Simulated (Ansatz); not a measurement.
SiBi₂O₅ in space group Cmcm (No. 63; Pearson symbol oS32), PBE (plane waves, PAW; program Ansatz). The conduction-band minimum lies at Γ, with 1 equivalent valley. Second derivatives d²E/dk² of the lowest band at one valley (eV·Å²), along Cartesian directions:…

| direction | d²E/dk² |
|---|---|
| [100] | 4.275 |
| [010] | 23.00 |
| [001] | 23.52 |
| [110] | 13.64 |
| [101] | 13.90 |
| [011] | 23.26 |

Find the principal effective masses, the density-of-states mass and the conductivity mass.

Off-diagonal terms follow from H_xy = H[110] − (H_xx + H_yy)/2, and m*/mₑ = 7.620 eV·Å² over each eigenvalue: 0.32, 0.33, 1.8. One valley's DOS mass (m₁m₂m₃)^(1/3) = 0.58, conductivity mass 3/(Σ 1/mᵢ) = 0.45 mₑ.

What effective density of states Nc follows at 300 K for parabolic valleys?

Nc = 2.509e19 × 1 × (0.58)^(3/2) ≈ 1.1e19 cm⁻³.

The start of the workflow was typed in or built on a structure type; neither database checked (COD, Materials Project) lists it. Whether it is the stable phase at ambient conditions was not checked. Symmetry was held in the PBE relaxation; whether a distortion lowers the energy is not shown. Scalar-relativistic: spin–orbit coupling is off unless named, which matters more the heavier the elements.

Potentials: the earlier of the program's two PAW sets.

Edges and masses are those of Kohn–Sham bands, whose gap is no quasiparticle gap.
